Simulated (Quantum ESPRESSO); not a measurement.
pw.x input (Quantum ESPRESSO 7.5; LDA, PseudoDojo standard norm-conserving files, scalar-relativistic):

```
&CONTROL
  calculation = 'scf'
  pseudo_dir = './pseudo'
  outdir = './out'
  tprnfor = .true.
  tstress = .true.
/
&SYSTEM
  ibrav = 0
  nat = 4
  ntyp = 2
  ecutwfc = 82.0
  ecutrho = 328.0
  occupations = 'smearing'
  smearing = 'fd'
  degauss = 0.002
  nbnd = 12
/
&ELECTRONS
  conv_thr = 4e-10
/
ATOMIC_SPECIES
C 12.0110 C.upf
Si 28.0850 Si.upf
CELL_PARAMETERS angstrom
  3.053959529453   0.000000000000   0.000000000000
 -1.526979764726   2.644806534635   0.000000000000
  0.000000000000   0.000000000000   5.011948756000
ATOMIC_POSITIONS crystal
C   0.333333333000   0.666666667000   0.875404181000
C   0.666666666333   0.333333333667   0.375404181000
Si   0.333333333000   0.666666667000   0.499595819000
Si   0.666666666333   0.333333333667   0.999595819000
K_POINTS automatic
12 12 6 0 0 0
```

End of the output:

```

[...]
     the Fermi energy is    11.1959 ev
!    total energy              =     -41.26657871 Ry
     estimated scf accuracy    <          1.9E-10 Ry
     smearing contrib. (-TS)   =      -0.00000000 Ry
     internal energy E=F+TS    =     -41.26657871 Ry
     The total energy is F=E-TS. E is the sum of the following terms:
     one-electron contribution =      11.37203099 Ry
     hartree contribution      =       4.65742950 Ry
     xc contribution           =     -15.18607875 Ry
     ewald contribution        =     -42.10996046 Ry
     convergence has been achieved in   9 iterations
     Forces acting on atoms (cartesian axes, Ry/au):
     atom    1 type  1   force =     0.00000000    0.00000000   -0.00000160
     atom    2 type  1   force =     0.00000000    0.00000000   -0.00000160
     atom    3 type  2   force =    -0.00000000    0.00000000    0.00000160
     atom    4 type  2   force =     0.00000000   -0.00000000    0.00000160
     Total force =     0.000003     Total SCF correction =     0.000000
     SCF correction compared to forces is large: reduce conv_thr to get better values
     Computing stress (Cartesian axis) and pressure
          total   stress  (Ry/bohr**3)                   (kbar)     P=       -0.33
  -0.00000288   0.00000000   0.00000000           -0.42        0.00        0.00
   0.00000000  -0.00000288   0.00000000            0.00       -0.42        0.00
  -0.00000000  -0.00000000  -0.00000089           -0.00       -0.00       -0.13
```
In a gapped system the printed Fermi energy is only some level inside the gap.

Geometry relaxed with LDA.
